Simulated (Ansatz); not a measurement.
InSb (zinc blende), relaxed and computed with several functionals in Ansatz (plane waves, PAW). Much of their spread follows the volume that each gives.

| functional | V (Å³/atom) | B₀ by P(V) fit (GPa) |
|---|---|---|
| r²SCAN | 35.22 | ? |
| PBE | 36.51 | 36.7 |
| PBEsol | 34.63 | 42.7 |
| LDA | 33.54 | 46.4 |

Task: Fit a straight line to ln B₀ against ln V and predict the withheld value.

Result: Least squares on the 3 shown rows: ln B₀ = -2.77 × ln V + (13.570), with a scatter of 0 %. For r²SCAN this gives 40.6. The run itself gave 43.5, outside the scatter: the line misses something about this case.

All cells were relaxed under the symmetry of their starts (and spin orders); stability against distortions was not tested throughout. Spin–orbit coupling is left out wherever it is not named.

Potentials: the later of the program's two PAW sets.

Ansatz (a first-principles code) is a plane-wave DFT program.
